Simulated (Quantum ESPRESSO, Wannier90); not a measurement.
TlCl (CsCl type), plane waves to Wannier functions

Structure: Materials Project mp-23167, symmetrised, not relaxed again. COD (Crystallography Open Database) has an entry of this formula and space group (matched by these alone). Computed values, not measurements, from LDA: Quantum ESPRESSO (norm-conserving PseudoDojo potentials, cutoff 50 Ry, no spin polarisation, no spin-orbit coupling) on a Γ-centred 8×8×8 mesh, then Wannier90. Density: 8×8×8 mesh, cold smearing 0.01 Ry. Spin-orbit coupling is left out although heavy elements are present.

Input w.win:

```
num_bands = 15
num_wann = 8
exclude_bands = 2-6
num_iter = 0
conv_tol = 1.0e-6
conv_window = 4
dis_num_iter = 1000
dis_conv_tol = 1.0e-6
dis_froz_max = 8.41
write_hr = true
write_u_matrices = true
begin projections
Tl: s;p
Cl: s;p
end projections
begin unit_cell_cart
ang
    3.8374700000    0.0000000000    0.0000000000
    0.0000000000    3.8374700000    0.0000000000
    0.0000000000    0.0000000000    3.8374700000
end unit_cell_cart
begin atoms_frac
Tl   0.0000000000  0.0000000000  0.0000000000
Cl   0.5000000000  0.5000000000  0.5000000000
end atoms_frac
mp_grid = 8 8 8
begin kpoints
0.0000000000 0.0000000000 0.0000000000
0.0000000000 0.0000000000 0.1250000000
0.0000000000 0.0000000000 0.2500000000
... (509 more lines: the 8x8x8 mesh through Gamma)
end kpoints
```

On the energy scale of pw.x, whose zero is arbitrary, the valence-band maximum lies at 5.03 eV. Lines of w_hr.dat (R1 R2 R3 m n Re Im, eV) for R = 0 and one of the shortest lattice vectors, rounded to 0.01 eV, lines under 0.02 eV left out; orbitals in order: Tl1 s, Tl1 pz, Tl1 px, Tl1 py, Cl2 s, Cl2 pz, Cl2 px, Cl2 py.

```
    0    0    0    1    1     1.59     0.00
    0    0    0    5    1    -0.16     0.00
    0    0    0    6    1     0.33     0.00
    0    0    0    7    1     0.33     0.00
    0    0    0    8    1     0.33     0.00
    0    0    0    2    2     9.74     0.00
    0    0    0    5    2    -0.18     0.00
    0    0    0    6    2     0.26     0.00
    0    0    0    7    2     0.38     0.00
    0    0    0    8    2     0.38     0.00
    0    0    0    3    3     9.74     0.00
    0    0    0    5    3    -0.18     0.00
    0    0    0    6    3     0.38     0.00
    0    0    0    7    3     0.26     0.00
    0    0    0    8    3     0.38     0.00
    0    0    0    4    4     9.74     0.00
    0    0    0    5    4    -0.18     0.00
    0    0    0    6    4     0.38     0.00
    0    0    0    7    4     0.38     0.00
    0    0    0    8    4     0.26     0.00
    0    0    0    1    5    -0.16     0.00
    0    0    0    2    5    -0.18     0.00
    0    0    0    3    5    -0.18     0.00
    0    0    0    4    5    -0.18     0.00
    0    0    0    5    5    -8.25     0.00
    0    0    0    1    6     0.33     0.00
    0    0    0    2    6     0.26     0.00
    0    0    0    3    6     0.38     0.00
    0    0    0    4    6     0.38     0.00
    0    0    0    6    6     3.60     0.00
    0    0    0    1    7     0.33     0.00
    0    0    0    2    7     0.38     0.00
    0    0    0    3    7     0.26     0.00
    0    0    0    4    7     0.38     0.00
    0    0    0    7    7     3.60     0.00
    0    0    0    1    8     0.33     0.00
    0    0    0    2    8     0.38     0.00
    0    0    0    3    8     0.38     0.00
    0    0    0    4    8     0.26     0.00
    0    0    0    8    8     3.60     0.00
   -1    0    0    1    1    -0.16     0.00
   -1    0    0    3    1     0.48     0.00
   -1    0    0    2    2    -0.11     0.00
   -1    0    0    1    3    -0.48     0.00
   -1    0    0    3    3     1.10     0.00
   -1    0    0    6    3     0.03     0.00
   -1    0    0    8    3     0.03     0.00
   -1    0    0    4    4    -0.11     0.00
   -1    0    0    1    5    -0.16     0.00
   -1    0    0    2    5    -0.18     0.00
   -1    0    0    3    5     0.18     0.00
   -1    0    0    4    5    -0.18     0.00
   -1    0    0    5    5    -0.02     0.00
   -1    0    0    7    5     0.08     0.00
   -1    0    0    1    6     0.33     0.00
   -1    0    0    2    6     0.26     0.00
   -1    0    0    3    6    -0.38     0.00
   -1    0    0    4    6     0.38     0.00
   -1    0    0    1    7    -0.33     0.00
   -1    0    0    2    7    -0.38     0.00
   -1    0    0    3    7     0.26     0.00
   -1    0    0    4    7    -0.38     0.00
   -1    0    0    5    7    -0.08     0.00
   -1    0    0    7    7     0.20     0.00
   -1    0    0    1    8     0.33     0.00
   -1    0    0    2    8     0.38     0.00
   -1    0    0    3    8    -0.38     0.00
   -1    0    0    4    8     0.26     0.00
```
